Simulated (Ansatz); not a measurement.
Suppose B5W2 takes space group P6/mmm (No. 191), with B on 3g and 2c; W on 1b and 1a.

Computed with Ansatz 0.2.0, DFT PBE, scalar-relativistic, plane waves, PAW. Cutoff 420 eV, Γ-centred mesh, Gaussian smearing, no spin polarisation.

Formation energies are uncorrected and refer to the elements' standard structures at the same level.

Question: Which cell and coordinates does it relax to?

Answer:

Space group P6/mmm (No. 191). a = 4.187 Å, b = 4.187 Å, c = 5.266 Å, α = 90.00°, β = 90.00°, γ = 120.00°
```tsv
atom	site	symmetry	x	y	z
B	3g	mmm	0.5000	0.0000	0.5000
B	2c	-6m2	0.3333	0.6667	0.0000
W	1b	6/mmm	0.0000	0.0000	0.5000
W	1a	6/mmm	0.0000	0.0000	0.0000
```

Around B on a site of symmetry mmm lie 2 W at 2.09 Å, 4 B at 2.09 Å and 4 B at 2.90 Å; B on a site of symmetry -6m2 has 3 W at 2.42 Å, 3 B at 2.42 Å and 6 B at 2.90 Å; around W on its first site lie 6 B at 2.09 Å and 2 W at 2.63 Å; W on its second site is surrounded by 6 B at 2.42 Å and 2 W at 2.63 Å. Another local minimum with the same sites may exist.

Question: And its energy and gap?

Answer: The energy over the elements is +1.30 eV/atom and the gap on the 12×12×8 mesh of the 7-atom cell is 0 eV (a metal). The separate elements lie lower, so it is unstable against them.

The last run used Gaussian smearing of 0.10 eV. Spin–orbit coupling, which can matter for W, is left out. The cell is a metal run without spin; a magnetic state may lie lower. A structure relaxed within its symmetry needn't be a true minimum. Another cell of B5W2 relaxed alike, in R-3m (a cell as deposited in COD), lies 1.05 eV/atom lower, so this cell isn't the stable form at this level.
